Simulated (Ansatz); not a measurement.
Given:

Zr3N4 (space group I-43d)

```cif
data_N16Zr12
_chemical_formula_sum 'Zr12 N16'
_space_group_name_H-M_alt 'I-43d'
_space_group_IT_number 220
_space_group_name_Hall 'I -4bd 2c 3'
_cell_length_a 6.70267
_cell_length_b 6.70267
_cell_length_c 6.70267
_cell_angle_alpha 90.000
_cell_angle_beta 90.000
_cell_angle_gamma 90.000
loop_
_atom_site_label
_atom_site_type_symbol
_atom_site_symmetry_multiplicity
_atom_site_Wyckoff_symbol
_atom_site_fract_x
_atom_site_fract_y
_atom_site_fract_z
_atom_site_occupancy
Zr1 Zr 12 a 0.00000 0.25000 0.37500 1
N1 N 16 c 0.07088 0.07088 0.07088 1
```
(The calculation used a cell of 14 atoms; values per cell refer to that cell.)

Equation-of-state scan: isotropic scaling of the cell above, V₀ being its volume. The atoms relax within the cell's symmetry.

Calculation: PBEsol (plane waves to 420 eV, PAW, scalar-relativistic; Ansatz, a first-principles code). k mesh 6×6×6 (Γ-centred), Fermi-Dirac smearing 0.05 eV. E stands for the smeared free energy. Compression counts positive. Zr3N4 is run without spin polarisation. Zr3N4 was relaxed with its symmetry unable to fall. The zero of ΔE is the relaxed starting cell.

The scan covers V/V₀ from 0.900 to 1.100 in 9 points.

Problem. What is the fitted pressure derivative B₀′?

Solution. 7.4.

Problem. What bulk modulus B₀ follows from a third-order Birch-Murnaghan fit?

Solution. 231 GPa.

(A scan under strain: stresses follow from slopes of the energy per volume, elastic moduli from its curvatures.)
